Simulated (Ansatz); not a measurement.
Sc2Si2O7:
```
Sc2Si2O7
1.0
    3.25693     4.24959     0.00000
   -3.25693     4.24959     0.00000
   -1.03845     0.00000     4.57169
Sc Si O
2 2 7
Direct
  0.69032   0.69032   0.00000
  0.30968   0.30968   0.00000
  0.22396   0.77604   0.40805
  0.77604   0.22396   0.59195
  0.60650   0.07842   0.78681
  0.39350   0.92158   0.21319
  0.07842   0.60650   0.21319
  0.92158   0.39350   0.78681
  0.00000   0.00000   0.50000
  0.60612   0.39388   0.27951
  0.39388   0.60612   0.72049
```

Relaxed with r²SCAN.

Give the Bader charges and basin volumes of the independent atoms, r²SCAN (plane waves, PAW; program Ansatz).



```
atom  Bader charge (e)  Bader volume (Å³)
----  ----------------  -----------------
Sc1              +2.17                8.8
Si3              +3.34                2.7
O5               -1.55               15.2
O9               -1.71               16.3
O10              -1.55               13.2
```

Space group C2/m. The first step of the workflow began from a Materials Project structure, measured or hypothetical; the Crystallography Open Database files this formula in space group No. 12, but the cells were not matched. Whether it is the stable phase at ambient conditions was not checked. The cell was relaxed with r²SCAN under the symmetry of its start; its stability against distortions is not shown here. The run is not spin-polarised.

Potentials: the later of the program's two PAW sets.
